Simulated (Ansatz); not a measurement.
Nb3In (A15 (Cr3Si type), Pm-3n), r²SCAN in the plane-wave PAW code Ansatz, all energies at zero smearing, with the estimated change up to a 700 eV cutoff added, with one set of potentials and settings (totals compare only within such a set). Cell of 8 atoms (6 Nb, 2 In): -38605.863 eV.

```
element              reference phase  E (eV/atom)
-------  ---------------------------  -----------
Nb        Im-3m, 1 atoms in the cell   -4563.6321
In       I4/mmm, 1 atoms in the cell   -5611.8204
```

Formation energy per atom, worked out: (-38605.863 − 6×(-4563.6321) − 2×(-5611.8204))/8 = -0.054 eV/atom (-5 kJ per mol of atoms), at 0 K, without zero-point energy or fitted corrections.

The workflow started from an entry of the Crystallography Open Database (COD). Its standing as an ambient phase is unchecked. The cell was relaxed with r²SCAN under the symmetry of its start; its stability against distortions is not shown here. The run is not spin-polarised. The references are the lowest solids computed at this level, not always the standard phases.

Potentials: the later of the program's two PAW sets.
